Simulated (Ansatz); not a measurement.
Data:

Mg₂Pt:
```yaml
crystal:
  lattice:
    - [-3.15914, 3.15914, 2.80427]
    - [3.15914, -3.15914, 2.80427]
    - [3.15914, 3.15914, -2.80427]
  atoms:
    - { symbol: Mg, position: [0.68231, 0.81769, 0.50000] }
    - { symbol: Mg, position: [0.31769, 0.18231, 0.50000] }
    - { symbol: Mg, position: [0.81769, 0.31769, 0.13539] }
    - { symbol: Mg, position: [0.18231, 0.68231, 0.86461] }
    - { symbol: Pt, position: [0.25000, 0.25000, 0.00000] }
    - { symbol: Pt, position: [0.75000, 0.75000, 0.00000] }
```

This is the PBEsol-relaxed structure.

Problem. All from plane-wave PAW PBEsol (Ansatz code), unless another level is named. Give the highest zone-centre frequency.

Solution. 305 cm⁻¹.

Problem. Give the bulk modulus (Birch–Murnaghan fit).

Solution. 74.6 GPa.

Space group I4/mcm. The workflow started from a Materials Project entry (that database holds measured and hypothetical structures alike); the Crystallography Open Database copy checked does not list it. Its standing as an ambient phase is unchecked. The PBEsol relaxation kept the symmetry of its start; whether a distortion lowers the energy is not shown. No spin polarisation was allowed. As this level gives no gap, phonon frequencies hold no LO–TO term and depend on the k-mesh and smearing (Fermi–Dirac, 0.1 eV here). Spin–orbit coupling is left out wherever it is not named.

Potentials: the later of the program's two PAW sets.
